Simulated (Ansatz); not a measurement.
TaAl (L1₀ or tetragonal B2, P4/mmm) under volume change, PBEsol (plane waves, PAW; program Ansatz), shape and atoms relaxed at each volume.

| V (Å³/atom) | E − E(relaxed) (meV/atom) | P (GPa) |
|---|---|---|
| 14.899 | 79.7 | 18.77 |
| 15.390 | 33.5 | 11.53 |
| 15.881 | 7.9 | 5.32 |
| 16.372 | 0.0 | -0.04 |
| 16.863 | 7.3 | -4.63 |
| 17.355 | 27.7 | -8.59 |
| 17.846 | 59.4 | -12.00 |

**Question.** What does a third-order Birch–Murnaghan fit give for V₀, B₀ and B′?

**Answer.** V₀ = 16.37 Å³/atom, B₀ = 165 GPa, B′ = 4.0.

The start of the workflow was typed in or built on a structure type; neither database checked (COD, Materials Project) lists it. Its standing as an ambient phase is unchecked. Symmetry was held in the PBEsol relaxation; whether a distortion lowers the energy is not shown. No spin polarisation was allowed. Spin–orbit coupling is left out wherever it is not named.

Potentials: the earlier of the program's two PAW sets. The files were generated under PBE; for other functionals the program regenerates the frozen cores, and for LDA and PBEsol the local potential too.
